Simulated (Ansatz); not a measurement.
Total density of states per atom from plane-wave PAW r²SCAN (Ansatz code), in 0.25 eV bins, energy from the Fermi level:

```json
[
 {"E (eV)": "-7.85", "states/eV/atom": "0.05"},
 {"E (eV)": "-7.60", "states/eV/atom": "0.00"},
 {"E (eV)": "-7.35", "states/eV/atom": "0.00"},
 {"E (eV)": "-7.10", "states/eV/atom": "0.00"},
 {"E (eV)": "-6.85", "states/eV/atom": "0.00"},
 {"E (eV)": "-6.60", "states/eV/atom": "0.02"},
 {"E (eV)": "-6.35", "states/eV/atom": "0.16"},
 {"E (eV)": "-6.10", "states/eV/atom": "0.42"},
 {"E (eV)": "-5.85", "states/eV/atom": "0.55"},
 {"E (eV)": "-5.60", "states/eV/atom": "0.51"},
 {"E (eV)": "-5.35", "states/eV/atom": "0.40"},
 {"E (eV)": "-5.10", "states/eV/atom": "0.41"},
 {"E (eV)": "-4.85", "states/eV/atom": "0.41"},
 {"E (eV)": "-4.60", "states/eV/atom": "0.46"},
 {"E (eV)": "-4.35", "states/eV/atom": "0.43"},
 {"E (eV)": "-4.10", "states/eV/atom": "0.35"},
 {"E (eV)": "-3.85", "states/eV/atom": "0.56"},
 {"E (eV)": "-3.60", "states/eV/atom": "0.60"},
 {"E (eV)": "-3.35", "states/eV/atom": "0.55"},
 {"E (eV)": "-3.10", "states/eV/atom": "0.68"},
 {"E (eV)": "-2.85", "states/eV/atom": "0.62"},
 {"E (eV)": "-2.60", "states/eV/atom": "0.91"},
 {"E (eV)": "-2.35", "states/eV/atom": "0.84"},
 {"E (eV)": "-2.10", "states/eV/atom": "1.10"},
 {"E (eV)": "-1.85", "states/eV/atom": "1.03"},
 {"E (eV)": "-1.60", "states/eV/atom": "0.94"},
 {"E (eV)": "-1.35", "states/eV/atom": "0.72"},
 {"E (eV)": "-1.10", "states/eV/atom": "0.80"},
 {"E (eV)": "-0.85", "states/eV/atom": "0.51"},
 {"E (eV)": "-0.60", "states/eV/atom": "0.38"},
 {"E (eV)": "-0.35", "states/eV/atom": "0.22"},
 {"E (eV)": "-0.10", "states/eV/atom": "0.08"},
 {"E (eV)": "0.15", "states/eV/atom": "0.03"},
 {"E (eV)": "0.40", "states/eV/atom": "0.12"},
 {"E (eV)": "0.65", "states/eV/atom": "0.24"},
 {"E (eV)": "0.90", "states/eV/atom": "0.48"},
 {"E (eV)": "1.15", "states/eV/atom": "0.53"},
 {"E (eV)": "1.40", "states/eV/atom": "0.45"},
 {"E (eV)": "1.65", "states/eV/atom": "0.42"},
 {"E (eV)": "1.90", "states/eV/atom": "0.45"},
 {"E (eV)": "2.15", "states/eV/atom": "0.50"},
 {"E (eV)": "2.40", "states/eV/atom": "0.57"},
 {"E (eV)": "2.65", "states/eV/atom": "0.70"},
 {"E (eV)": "2.90", "states/eV/atom": "0.63"},
 {"E (eV)": "3.15", "states/eV/atom": "0.64"},
 {"E (eV)": "3.40", "states/eV/atom": "0.65"},
 {"E (eV)": "3.65", "states/eV/atom": "0.81"},
 {"E (eV)": "3.90", "states/eV/atom": "0.80"},
 {"E (eV)": "4.15", "states/eV/atom": "0.70"},
 {"E (eV)": "4.40", "states/eV/atom": "0.68"},
 {"E (eV)": "4.65", "states/eV/atom": "0.60"},
 {"E (eV)": "4.90", "states/eV/atom": "0.71"}
]
```

Which of these materials gives this?
(A) SiS2, Ibam (Si on 4a, S on 8j)
(B) NaH, rock salt
(C) NbP2, C2/m (Nb on 4i, P on 4i, P on 4i)
(D) Al3Ru2, I4/mmm (Al on 2a, Al on 4e, Ru on 4e)

C, NbP2, C2/m (Nb on 4i, P on 4i, P on 4i). Within 0.5 eV of the Fermi level: Nb 4d 52 %, P 3p 43 %. Projections are on Löwdin-orthogonalised atomic valence shells; empty p or d shells of many metals are not among them.

The first step of the workflow began from a Materials Project structure, measured or hypothetical; the Crystallography Open Database copy checked does not list it. Its standing as an ambient phase is unchecked. Symmetry was held in the r²SCAN relaxation; whether a distortion lowers the energy is not shown. No spin polarisation was allowed. A small band overlap can be real or an error of a semilocal functional. Spin–orbit coupling is left out wherever it is not named.

Potentials: the later of the program's two PAW sets.
